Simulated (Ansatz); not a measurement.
All numbers below come from Ansatz 0.2.0, DFT PBE, scalar-relativistic, plane waves, PAW. All cells share a 420 eV cutoff and Γ-centred k meshes spaced at most about 0.3 Å⁻¹ (about 0.25 or finer for metals, 2π included). No spin polarisation in the final relaxations.

All energies are static (0 K, no zero-point motion).

Two forms of Bi2Te2O were relaxed alike.

A.

```yaml
crystal:
  lattice:
    - [5.17542, 0.00000, 0.00000]
    - [-2.58771, 4.48205, 0.00000]
    - [0.00000, 0.00000, 6.53344]
  atoms:
    - { symbol: Bi, position: [0.33333, 0.66667, 0.50000] }
    - { symbol: Bi, position: [0.66667, 0.33333, 0.50000] }
    - { symbol: Te, position: [0.33333, 0.66667, 0.00000] }
    - { symbol: Te, position: [0.66667, 0.33333, 0.00000] }
    - { symbol: O, position: [0.00000, 0.00000, 0.00000] }
```

B.

```yaml
crystal:
  lattice:
    - [6.63523, 0.00000, 0.00000]
    - [0.00000, 6.63523, 0.00000]
    - [0.00000, 0.00000, 6.41567]
  atoms:
    - { symbol: Bi, position: [0.31446, 0.81446, 0.00000] }
    - { symbol: Bi, position: [0.68554, 0.18554, 0.00000] }
    - { symbol: Bi, position: [0.81446, 0.68554, 0.00000] }
    - { symbol: Bi, position: [0.18554, 0.31446, 0.00000] }
    - { symbol: Te, position: [0.65534, 0.15534, 0.50000] }
    - { symbol: Te, position: [0.34466, 0.84466, 0.50000] }
    - { symbol: Te, position: [0.15534, 0.34466, 0.50000] }
    - { symbol: Te, position: [0.84466, 0.65534, 0.50000] }
    - { symbol: O, position: [0.50000, 0.50000, 0.00000] }
    - { symbol: O, position: [0.00000, 0.00000, 0.00000] }
```

Problem. Which is lower in energy, and by how much?

Solution. B is lower, by 0.52 eV/atom. A has space group P6/mmm (No. 191), 30.3 Å³/atom and no gap on its mesh; B has space group P4/mbm (No. 127), 28.2 Å³/atom and no gap. Counting O or Te atoms around Bi (for each partner element, those within 1.25 times its shortest distance or 1.15 times the sum of covalent radii, where it is the nearest in units of that sum or under 1.3), A has Bi 2 and B has Bi 4. A holds Te–Te nets (shortest 2.99 Å); B holds Te–Te pairs (shortest 2.92 Å). The denser one is the lower, and pressure would at first widen the difference. In A, around Bi lie 3 Bi at 2.99 Å and 2 Te at 3.27 Å; Te is surrounded by 3 O at 2.99 Å, 3 Te at 2.99 Å and 2 Bi at 3.27 Å; O has 6 Te at 2.99 Å (long contacts). In B, around Bi lie 2 O at 2.42 Å and 2 Te at 3.22 Å; Te is surrounded by 1 Te at 2.92 Å, 2 Bi at 3.22 Å and 4 Te at 3.55 Å; O is surrounded by 4 Bi at 2.42 Å. Both come from invented guesses. A third cell relaxed alike, in I4/mmm, lies 159 meV/atom below the lower of the two.

These runs have no spin–orbit coupling, which can matter for Bi and Te. Cells relaxed within their symmetry can be saddle points.
